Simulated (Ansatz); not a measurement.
An Ansatz (a quantum-chemistry and plane-wave program) input:

Ansatz 0.2 input:
```yaml
crystal:
  lattice:
    - [0.0, 2.9389044339, 2.9389044339]
    - [2.9389044339, 0.0, 2.9389044339]
    - [2.9389044339, 2.9389044339, 0.0]
  atoms:
    - { symbol: S, position: [0.75, 0.75, 0.75] }
    - { symbol: Cd, position: [0.0, 0.0, 0.0] }
kpoints:
  mp_grid: { grid: [7, 7, 7] }
hamiltonian:
  xc: r2scan
  pseudopotentials: { kind: paw }
scf:
  occupations: { method: fixed }
output:
  optics: { e_range: [0.0, 15.0], de: 0.05, sigma: 0.1, bands: { spectra_wanted_up_to: 12 eV } }
```

Problem. How many symmetry operations and irreducible k-points will the run report?

Solution. 24 operations, 20 of 343 k-points.

Problem. With a cutoff of 500 eV, how many plane waves at Γ?

Solution. 1243.

It took very roughly 29 core-seconds on shared server cores.

Space group F-43m (zinc blende). The cell was relaxed with r²SCAN under the symmetry of its start; phonons on a q-mesh show no instability. Spin–orbit coupling is left out wherever it is not named.

Potentials: the later of the program's two PAW sets.

Ansatz is a plane-wave DFT program.
